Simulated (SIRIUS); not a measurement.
SIRIUS run on InSb (F-43m, 8 atoms in the cell; from Materials Project mp-20012, changed as shown): self-consistent single point.

Computed with PBE, SSSP 1.1.2 efficiency PBE pseudopotentials (plane waves; SIRIUS 7.12.0).

The change in words: lattice scaled by 0.98. Reference geometry (F-43m):
```
CELL_PARAMETERS angstrom
      6.63322     0.00000     0.00000
      0.00000     6.63322     0.00000
      0.00000     0.00000     6.63322
ATOMIC_POSITIONS crystal
  In 0.00000 0.00000 0.00000
  In 0.00000 0.50000 0.50000
  In 0.50000 0.00000 0.50000
  In 0.50000 0.50000 0.00000
  Sb 0.25000 0.25000 0.75000
  Sb 0.25000 0.75000 0.25000
  Sb 0.75000 0.25000 0.25000
  Sb 0.75000 0.75000 0.75000
```

Reference input (self-consistent single point, DFT, PBE, plane waves, SSSP 1.1.2 efficiency PBE pseudopotentials): parameters.ngridk = 4 4 4; parameters.xc_functionals = [XC_GGA_X_PBE, XC_GGA_C_PBE]; parameters.gk_cutoff = 8.062 1/bohr; parameters.pw_cutoff = 25.496 1/bohr; parameters.smearing = fermi_dirac; parameters.smearing_width = 0.00367493 Ha; potentials = SSSP 1.1.2 efficiency PBE pseudopotentials; parameters.electronic_structure_method = pseudopotential; parameters.num_bands = 67; parameters.num_mag_dims = 0; parameters.num_dft_iter = 100; parameters.energy_tol = 1e-07 Ha. This run's input differs from it in these lines:

```diff
@@ -32,7 +32,7 @@
     "lattice_vectors": [
-      [1.0000000099, 0.0, 0.0],
-      [0.0, 1.0000000099, 0.0],
-      [0.0, 0.0, 1.0000000099]
+      [1.0000000405, 0.0, 0.0],
+      [0.0, 1.0000000405, 0.0],
+      [0.0, 0.0, 1.0000000405]
     ],
-    "lattice_vectors_scale": 12.534969,
+    "lattice_vectors_scale": 12.28427,
     "atom_coordinate_units": "au",
@@ -46,11 +46,11 @@
         [0.0, 0.0, 0.0],
-        [0.0, 6.2674845622, 6.2674845622],
-        [6.2674845622, 0.0, 6.2674845622],
-        [6.2674845622, 6.2674845622, 0.0]
+        [0.0, 6.1421352489, 6.1421352489],
+        [6.1421352489, 0.0, 6.1421352489],
+        [6.1421352489, 6.1421352489, 0.0]
       ],
       "Sb": [
-        [3.1337422811, 3.1337422811, 9.4012268433],
-        [3.1337422811, 9.4012268433, 3.1337422811],
-        [9.4012268433, 3.1337422811, 3.1337422811],
-        [9.4012268433, 9.4012268433, 9.4012268433]
+        [3.0710676244, 3.0710676244, 9.2132028733],
+        [3.0710676244, 9.2132028733, 3.0710676244],
+        [9.2132028733, 3.0710676244, 3.0710676244],
+        [9.2132028733, 9.2132028733, 9.2132028733]
       ]
```

Log, with long lists cut:

```
[find] density tolerance         : 1e-06
[find] total energy tolerance    : 1e-07
[find] iter_solver_tol (initial) : 0.01
[find] iter_solver_tol (target)  : 1e-13
[find] num_dft_iter              : 100
Charges and magnetic moments
--------------------------------------------------------------------------------
total charge          : 112.000000
[find] | SCF iteration   0 out of 100|
[diagonalize] iterative solver tolerance (occupied, empty): 0.01 0.01
[diagonalize] average number of iterations: 3.6
[find] Charges and magnetic moments
[find] total charge          : 112.000000
[find] Energy
   [... lines left out ...]

[find] Charges and magnetic moments
[find] total charge          : 112.000000
[find] Energy
[find] smearing (-TS)                 :      -0.00043307
[find] Total energy                   :    -659.61779084 (Ha),   -1319.23558168 (Ry)
[find] Free energy (E-TS)             :    -659.61822392 (Ha),   -1319.23644783 (Ry)
[find] band gap (eV)                  :       0.00000000
[find] Efermi                         :       0.27052294
[find] iteration : 17, RMS (target) : 5.7155e-07 (1.0000e-06) , energy difference (target) : -2.6148e-10 (1.0000e-07)
[find] bands are converged : true
[find] iterative solver converged : true
[find] converged after 18 SCF iterations!
[find] Charges and magnetic moments
[find] total charge          : 112.000000
[find] Energy
[find] smearing (-TS)                 :      -0.00043307
[find] Total energy                   :    -659.61779084 (Ha),   -1319.23558168 (Ry)
[find] Free energy (E-TS)             :    -659.61822392 (Ha),   -1319.23644783 (Ry)
[find] band gap (eV)                  :       0.00000000
[find] Efermi                         :       0.27052294
[ground_state] === stress tensor components [kbar] ===
[ground_state] === stress_total ===
[ground_state]   -25.959267    0.000000   -0.000000
[ground_state]     0.000000  -25.959267   -0.000000
[ground_state]    -0.000000   -0.000000  -25.959267
[ground_state] ==== total Forces in Ha/bohr =====
[ground_state] atom:    0, force:      -0.0000000     -0.0000000     -0.0000000
   [... zero for the other atoms too ...]
```

The run converged in 18 iterations. SIRIUS prints the stress tensor with tension positive. Against the reference run the free energy goes up by 17.4 meV/atom and the pressure goes from -0.01 to 2.60 GPa.

The structure comes from a collection of computed structures, made at another level of theory; the collection holds predicted forms beside known ones. No clean gap shows at this smearing width and mesh (spacing up to 0.24 Å⁻¹); the mesh is coarse for partly filled bands, so the values carry mesh errors. Semi-local functionals can close small gaps.

Cost on one core: around 5 core-minutes (rough).
